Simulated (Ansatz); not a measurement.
Total density of states per atom from plane-wave PAW r²SCAN (Ansatz code), in 0.25 eV bins, energy from the Fermi level:

```
E (eV) | states/eV/atom
    -7.85 | ##### 0.25
    -7.60 | #### 0.20
    -7.35 | #### 0.16
    -7.10 | ### 0.13
    -6.85 | ## 0.10
    -6.60 | ## 0.08
    -6.35 | # 0.06
    -6.10 | # 0.04
    -5.85 | # 0.03
    -5.60 |  0.02
    -5.35 |  0.00
    -5.10 |  0.00
    -4.85 |  0.00
    -4.60 |  0.00
    -4.35 | #### 0.17
    -4.10 | ########################### 1.24
    -3.85 | ######################### 1.13
    -3.60 | ############################## 1.37
    -3.35 | ########################### 1.25
    -3.10 | ######################### 1.15
    -2.85 | #################### 0.92
    -2.60 | ########## 0.46
    -2.35 | ##### 0.24
    -2.10 | ### 0.12
    -1.85 | #### 0.20
    -1.60 | ###### 0.29
    -1.35 | ######## 0.36
    -1.10 | ######### 0.41
    -0.85 | ########### 0.49
    -0.60 | ################ 0.73
    -0.35 | ###################### 1.02
    -0.10 | ############ 0.57
     0.15 | ########## 0.46
     0.40 | ########## 0.47
     0.65 | ############ 0.54
     0.90 | ############## 0.63
     1.15 | ################## 0.83
     1.40 | ########################## 1.18
     1.65 | ################## 0.81
     1.90 | ############# 0.58
     2.15 | ############# 0.60
     2.40 | ################### 0.87
     2.65 | ########################### 1.23
     2.90 | ########################## 1.20
     3.15 | ####################### 1.06
     3.40 | ############# 0.61
     3.65 | ######### 0.41
     3.90 | ###### 0.26
     4.15 | ### 0.12
     4.40 |  0.02
     4.65 | # 0.05
```

Problem. Which compound is it?
A) Sb, diamond
B) La, diamond
C) Ta, diamond
D) Re, diamond

Solution. A, Sb, diamond. Within 0.5 eV of the Fermi level: Sb 5p 80 %, Sb 5s 16 %. Projections are on Löwdin-orthogonalised atomic valence shells; empty p or d shells of many metals are not among them.

Space group Fd-3m (diamond). The start of the workflow was typed in or built on a structure type; neither database checked (COD, Materials Project) lists it. It is not the phase usual at ambient conditions (space group No. 166). Symmetry was held in the r²SCAN relaxation. At this level the phase is mechanically unstable. Scalar-relativistic: spin–orbit coupling is off unless named, which matters more the heavier the elements.

Potentials: the earlier of the program's two PAW sets.
